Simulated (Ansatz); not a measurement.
## P6_3/mmc: 4 crystals compared

All 4 crystals share space group P6_3/mmc (No. 194) and the same kinds of sites, 2 atoms in the primitive cell. They are database entries and needn't be the stable phases. The set is a selection: crystals with an unstable lattice, a very soft shear in a metal or doubtful stress slopes were left out. Cells are relaxed by PAW under the functional.

Quantity: elastic moduli (Hill averages, relaxed ions; θ_D from sound speeds over directions). Level: PBEsol, PAW on Ansatz 0.2.0's default frozen-core files (fitted under PBE), scalar-relativistic.

| crystal | cell (conventional) | k mesh | smearing (eV) |
| --- | --- | --- | --- |
| Hf | a = 3.158, c = 5.004 Å | 18×18×10 | 0.10 |
| Os | a = 2.729, c = 4.308 Å | 20×20×12 | 0.10 |
| Re | a = 2.751, c = 4.441 Å | 18×18×10 | 0.08 |
| Ru | a = 2.690, c = 4.251 Å | 18×18×10 | 0.08 |

**Question.** Rank them by θ_D, lowest first.
A. Re
B. Ru
C. Os
D. Hf

**Answer.** D (233 K), A (402 K), C (485 K), B (576 K).

All values:

```csv
crystal,B (GPa),G (GPa),C11 (GPa),C33 (GPa),C44 (GPa),ν,θ_D (K)
Hf,113,52.5,182,207,48.6,0.299,233
Os,432,285,797,894,275,0.230,485
Re,391,186,647,704,171,0.295,402
Ru,347,216,625,697,207,0.242,576
```

Caveats: frozen-core PAW files fitted under PBE, their cores solved anew for the functional of the run; responses of metals move with mesh and smearing; no spin-orbit coupling on heavy atoms (Hf, Os, Re); elastic stability says nothing of phonons or of other phases.
